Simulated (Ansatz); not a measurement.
Relaxed CoSi₂ (fluorite type, space group Fm-3m):

```
CoSi2
1.0
    0.00000     2.68017     2.68017
    2.68017     0.00000     2.68017
    2.68017     2.68017     0.00000
Co Si
1 2
Cartesian
  0.00000   0.00000   0.00000
  1.34009   1.34009   1.34009
  4.02026   4.02026   4.02026
```

In this cell atom 1 (Co, nearest neighbour Si at 2.321 Å; its periodic images, 3.8 Å or more away, move with it) is moved by s along Cartesian z, unit vector (0.000, 0.000, 1.000); all other atoms and the cell stay fixed.

All values below come from PBE (plane waves to 420 eV, PAW, scalar-relativistic; Ansatz, a quantum-chemistry and plane-wave program). k mesh 12×12×12 (Γ-centred), Fermi-Dirac smearing 0.05 eV. E stands for the smeared free energy. With partly filled bands, energies and forces of such displacements shift with the k mesh and the smearing. F∥ is the force on the atom along that direction. CoSi2 is run without spin polarisation. CoSi2 was relaxed with its symmetry unable to fall. The PAW data are Ansatz's earlier set. The zero of ΔE is the undisplaced structure.

Give the computed ΔE (meV/cell) and F∥ (eV/Å) at s (Å) = -0.700, -0.420, -0.280, 0.140, 0.420, 0.560.


```csv
s (Å),ΔE (meV/cell),F∥ (eV/Å)
-0.700,2667,6.695
-0.420,1016,4.757
-0.280,454,3.241
0.140,113,-1.620
0.420,1016,-4.757
0.560,1772,-5.981
```

(For displaced atoms, the force is minus the slope of the energy, and its curvature is a force constant, which sets phonon frequencies.)
